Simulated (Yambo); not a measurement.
Yambo run on NaOH (space group P2_1, No. 4). The wavefunctions are PBEsol (Quantum ESPRESSO, PseudoDojo norm-conserving, 88 Ry, scalar-relativistic) ones on a 4×4×4 mesh (16 occupied bands); a = 3.426 Å, b = 3.346 Å, c = 5.295 Å, α = 90.00°, β = 107.30°, γ = 90.00°.

Yambo input:

```
rim_cut
gw0
dyson
el_el_corr
HF_and_locXC
ppa
em1d
RandQpts= 1000000
RandGvec= 1 Ry
EXXRLvcs= 88 Ry
VXCRLvcs= 352 Ry
Chimod= "HARTREE"
% BndsRnXp
 3 | 112 |
%
NGsBlkXp= 8 Ry
% LongDrXp
 1.0 | 1.0 | 1.0 |
%
PPAPntXp= 27.2114 eV
% GbndRnge
 1 | 73 |
%
GTermKind= "BG"
DysSolver= "n"
ExtendOut
% QPkrange
 1 | 1 | 16 | 17 |
 3 | 3 | 16 | 16 |
%
```

k points by index: 1 = Γ, 3 = (0, 0, -0.5).

Resulting energies as the program prints them:

```
#    K-point    Band    Eo [eV]    E [eV]    E-Eo [eV]    Vxc [eV]    Vnlxc [eV]    Sc|Eo [eV]    Sc|E [eV]    dSc/dw|Eo [eV]    Re(Z)    Im(Z)
#
    1    16    -0.170674    -1.933513    -1.762840    -18.97793    -25.04488    3.867849    4.304107    -6.733572    0.801631    -0.001293
    1    17    3.557212    4.645105    1.087893    -10.22739    -6.060682    -2.918619    -3.078814    -4.006668    0.871655    -0.815862E-3
    3    16    0.000000    -1.718947    -1.718947    -19.21471    -25.23050    3.870591    4.296849    -6.747232    0.801308    -0.001257
```
(The two width columns are left out.) Convergence of these settings isn't established.

Geometry of the Materials Project entry, not relaxed at this level.

The structure is a Materials Project entry; no match was found in the copy of COD used, and its stability was not checked.
